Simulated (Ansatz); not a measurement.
# AlCu: energy along a strain

AlCu, Pm-3m, a = 2.998 Å (as given, not relaxed at this level: -4.9 GPa). The structure is a Materials Project entry; whether it is the stable form wasn't checked. Ansatz: r2SCAN, PAW, 500 eV, Γ-centred 16×16×16 mesh on 2 atoms, Gaussian smearing 0.15 eV; no spin polarisation. Cell vectors (Å): 2.998 0.000 0.000; 0.000 2.998 0.000; 0.000 0.000 2.998. The cell is strained by x per cent times the pattern (0 0 0 0 0 1) in the order xx yy zz yz xz xy (engineering shears), with fractional coordinates held. y is the free energy over the start, V0 = 13.466 Å³/atom. Symmetry makes y even in x.

| x (%) | y (meV/atom) |
| --- | --- |
| -4.00 | ? |
| -2.00 | 0.55 |
| 0.00 | 0.00 |
| 0.50 | 0.03 |
| 1.00 | 0.13 |
| 1.50 | 0.30 |
| 2.50 | 0.88 |
| 3.00 | 1.31 |
| 3.50 | 1.85 |

Q: Fit y = c2 x² + c4 x⁴ to the other rows, get the stiffness along the pattern, and predict the missing energy.

A: Least squares on the rows shown. y = 0.1302 x² + 0.001700 x⁴. The clamped-ion stiffness p·C·p = 2 × 1.302 eV × 160.2 / 13.466 Å³ = 31 GPa, which is C66 in these axes (C44 of the cubic crystal) (second derivative at the start, which stands under stress). At x = -4.00 the fit asked for gives 2.52 meV/atom. The run gave 2.49 meV/atom, so the fit is 0.03 meV/atom too high, a small miss on the scale of the series.